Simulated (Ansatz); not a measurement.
Rigid (100) slab of Tl, space group Im-3m (No. 229):

```
Tl
1.0
     3.85071    0.00000    0.00000
     0.00000    3.85071    0.00000
     0.00000    0.00000   22.77607
Tl
4
Direct
  0.50000 0.50000 0.37320
  0.00000 0.00000 0.45773
  0.50000 0.50000 0.54182
  0.00000 0.00000 0.62042
```

Computed with Ansatz 0.2.0, DFT PBEsol, scalar-relativistic, plane waves, PAW. Cutoff 420 eV; k points 8×8×1 on the computed 5-atom cell (Γ-centred); Gaussian smearing, width 0.10 eV; no spin polarisation. The cell repeats along c with a dipole correction in the vacuum.

An adatom of Zn is held over the places (i/4, j/4) of the 1×1 surface cell, counted from the highest atom (Tl), and only its height relaxes; one adatom per 14.8 Å².

Heights over the highest slab atom in Å:

| i | j=0 | j=1 | j=2 | j=3 |
| --- | --- | --- | --- | --- |
| 0 | 2.89 | 2.68 | 2.10 | 2.68 |
| 1 | 2.68 | 2.44 | 1.77 | 2.44 |
| 2 | 2.10 | 1.77 | 1.20 | 1.77 |
| 3 | 2.68 | 2.44 | 1.77 | 2.44 |

Q: Among these places, where is the adatom most and least stable, and how far apart in energy?

A: Lowest at (i, j) = (2, 2); highest at (0, 0), 0.57 eV above. All energies in eV:

```
i j=0   j=1   j=2   j=3
0  0.57  0.53  0.35  0.53
1  0.53  0.47  0.26  0.47
2  0.35  0.26  0.00  0.26
3  0.53  0.47  0.26  0.47
```

Spin–orbit coupling is left out, which can shift energies with elements as heavy as these.

The reference crystal is the bcc form of Tl, which isn't its usual structure.